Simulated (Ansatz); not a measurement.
AlN:
```
AlN
1.0
    0.00000     2.02226     2.02226
    2.02226     0.00000     2.02226
    2.02226     2.02226     0.00000
Al N
1 1
Cartesian
  0.00000   0.00000   0.00000
  2.02226   2.02226   2.02226
```

Relaxed with PBEsol. PBEsol in the plane-wave PAW code Ansatz gives a gap of 4.55 eV.

Question: What gap does HSE06 give on the same cell (Ansatz, PAW)?

Answer: 6.03 eV, 1.48 eV more. The hybrid was solved on a coarser mesh and at special points; the gap given is the minimum over both.

```csv
k,v1 PBEsol,c1 PBEsol,v1 HSE06,c1 HSE06
Γ,0.00,5.64,…,…
X,-2.82,4.55,-3.04,6.03
L,-1.09,6.04,…,…
W,-3.94,8.05,…,…
K,-2.31,5.77,…,…
```

Question: Top valence (v1) and lowest conduction level (c1) in eV from each method's valence maximum (which need not be a listed point): supply the withheld HSE06 values.

Answer: 
- Γ, v1 HSE06: 0.00
- Γ, c1 HSE06: 7.19
- L, v1 HSE06: -1.18
- L, c1 HSE06: 7.54
- K, v1 HSE06: -2.50
- K, c1 HSE06: 7.27
- W, v1 HSE06: -4.17
- W, c1 HSE06: 9.74

Cost on shared cores: the PBEsol run (SCF on a 12×12×12 mesh, then bands and DOS) roughly 4 core-seconds, the HSE06 run (SCF on 9×9×9, then a few points) very roughly 40 core-seconds; the tasks are unlike.

Space group Fm-3m (rock salt). This is a known high-pressure phase of the composition, computed here at zero pressure and temperature. The PBEsol relaxation kept the symmetry of its start; its stability against distortions is not shown here. The volume moved by -16 % from the start of the relaxation.

Potentials: the earlier of the program's two PAW sets. The files were generated under PBE; for other functionals the program regenerates the frozen cores, and for LDA and PBEsol the local potential too.
